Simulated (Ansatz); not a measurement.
## Density of states of TiAgHg2

Space group P4/mmm (No. 123). a = 4.150 Å, b = 4.150 Å, c = 4.060 Å, α = 90.00°, β = 90.00°, γ = 90.00°
```csv
atom,site,symmetry,x,y,z
Ti,1c,4/mmm,0.5000,0.5000,0.0000
Ag,1a,4/mmm,0.0000,0.0000,0.0000
Hg,2e,mmm.,0.0000,0.5000,0.5000
```

The runs use the primitive cell with vectors (4.150, 0.000, 0.000), (0.000, 4.150, 0.000), (0.000, 0.000, 4.060) Å, to which the k mesh refers.

The structure is tetragonal, space group P4/mmm (No. 123). The conventional cell has a = 4.150 Å, b = 4.150 Å, c = 4.060 Å, α = 90.00°, β = 90.00°, γ = 90.00°. Ti (site symmetry 4/mmm) has 8 Hg at 2.90 Å and 4 Ag at 2.93 Å as nearest neighbours. Ag (site symmetry 4/mmm) has 8 Hg at 2.90 Å and 4 Ti at 2.93 Å as nearest neighbours. Hg (site symmetry mmm) is surrounded by 4 Ti at 2.90 Å and 4 Ag at 2.90 Å and 4 Hg at 2.93 Å.

The geometry is COD entry 1509376, unchecked; take it as a test cell.

Spin polarisation is left out, and whether a magnetic state lies lower isn't shown here.

No spin–orbit coupling, which matters for the heavy atoms here.

The calculation used DFT, PBEsol, all-electron LAPW, scalar-relativistic in Ansatz 0.2.0.

The runs use a Γ-centred 8×8×8 k mesh, Fermi–Dirac smearing of 0.03 eV, basis error target 1 meV/atom, no spin polarisation.

Question: Which of the resolved shells contributes most within 0.3 eV of the Fermi level?

Answer: Ti 3d, with 78 % of all states there; Ag 4d follows with 3 %.

Question: Where is the centre of the filled Hg 5d states between -14 eV and the top of the filled states?

Answer: -7.29 eV from the Fermi level.

Question: Tabulate the density of states.

Answer: States per eV and cell, averaged over 0.4 eV, from -9.8 to 6.8 eV, with energies (bin centres) from the Fermi level; empty bins are left out. The partial columns, the largest 4 alone, are projections on Löwdin-orthogonalised atomic shells (those that the program's projection atoms carry: the occupied ones and, for some elements, an empty d or f shell; other empty shells have no column), summed over atoms of an element. Weights on diffuse s and p shells depend on that basis and aren't pure angular character.
```csv
E (eV),total,Hg 5d,Ag 4d,Ti 3d,Hg 6s
-9.7,0.16,0.01,0.00,0.00,0.08
-9.3,0.45,0.08,0.01,0.00,0.22
-8.9,1.40,0.70,0.04,0.01,0.47
-8.5,6.04,4.82,0.20,0.08,0.65
-8.1,11.80,10.15,0.47,0.16,0.43
-7.7,9.44,8.19,0.51,0.15,0.29
-7.3,10.74,9.52,0.51,0.13,0.39
-6.9,9.70,8.63,0.39,0.10,0.46
-6.5,3.41,2.64,0.21,0.04,0.39
-6.1,1.36,0.75,0.19,0.03,0.26
-5.7,1.40,0.50,0.38,0.05,0.29
-5.3,2.28,0.34,1.26,0.08,0.28
-4.9,9.70,0.89,7.97,0.29,0.22
-4.5,9.40,0.95,7.89,0.15,0.18
-4.1,2.88,0.33,2.14,0.06,0.14
-3.7,1.24,0.11,0.62,0.07,0.17
-3.3,1.29,0.09,0.40,0.13,0.24
-2.9,1.14,0.08,0.25,0.14,0.27
-2.5,0.92,0.07,0.16,0.13,0.27
-2.1,0.86,0.06,0.15,0.14,0.25
-1.7,1.66,0.10,0.24,0.37,0.41
-1.3,1.75,0.10,0.16,0.50,0.29
-0.9,2.13,0.10,0.12,0.88,0.21
-0.5,3.12,0.11,0.13,1.86,0.14
-0.1,5.00,0.13,0.15,3.82,0.07
0.3,3.12,0.08,0.07,2.61,0.02
0.7,1.85,0.04,0.04,1.60,0.01
1.1,4.28,0.06,0.05,3.76,0.06
1.5,2.13,0.04,0.03,1.70,0.05
1.9,2.43,0.04,0.05,1.41,0.11
2.3,3.14,0.05,0.04,1.57,0.42
2.7,1.54,0.02,0.02,0.57,0.17
3.1,1.74,0.02,0.01,0.53,0.30
3.5,1.63,0.02,0.01,0.42,0.32
3.9,1.60,0.01,0.01,0.28,0.27
4.3,1.65,0.01,0.01,0.21,0.26
4.7,1.44,0.01,0.01,0.16,0.19
5.1,1.10,0.01,0.01,0.10,0.08
5.5,1.43,0.01,0.01,0.09,0.08
5.9,1.60,0.01,0.01,0.08,0.13
6.3,1.19,0.01,0.00,0.05,0.07
6.7,1.23,0.01,0.00,0.04,0.05
```
